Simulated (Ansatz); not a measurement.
TiN:
```
CELL_PARAMETERS angstrom
      0.00000     2.11657     2.11657
      2.11657     0.00000     2.11657
      2.11657     2.11657     0.00000
ATOMIC_POSITIONS crystal
  Ti 0.00000 0.00000 0.00000
  N  0.50000 0.50000 0.50000
```

Relaxed with r²SCAN. Special points in fractions of this cell's reciprocal vectors: Γ (0.000, 0.000, 0.000); X (0.500, 0.000, 0.500); U (0.625, 0.250, 0.625); K (0.375, 0.375, 0.750); L (0.500, 0.500, 0.500); W (0.500, 0.250, 0.750).

List the band energies nearest the Fermi level at these points for r²SCAN (plane waves, PAW; program Ansatz).

In eV from the Fermi level; about four levels below and three above (degenerate sets whole), none deeper than 8.9 eV; … stands for higher levels left out; points with the same levels are listed once.

```json
[
 {"k": "Γ", "below": "-2.35 -2.35 -2.35 -0.62 -0.62 -0.62", "above": "…"},
 {"k": "X", "below": "-6.25 -3.59 -3.59 -3.10", "above": "1.72 2.45 2.45"},
 {"k": "U", "below": "-6.20 -6.12 -4.86 -0.47", "above": "2.04 2.39 3.75"},
 {"k": "L", "below": "-8.53 -5.90 -5.90", "above": "1.74 1.74 2.45"},
 {"k": "W", "below": "-5.85 -5.85 -5.79", "above": "0.96 0.96 2.46"}
]
```

Space group Fm-3m (rock salt). Symmetry was held in the r²SCAN relaxation. No spin polarisation was allowed. With an odd number of electrons in the cell and no spin polarisation, the count alone makes it a metal.

Potentials: the earlier of the program's two PAW sets.
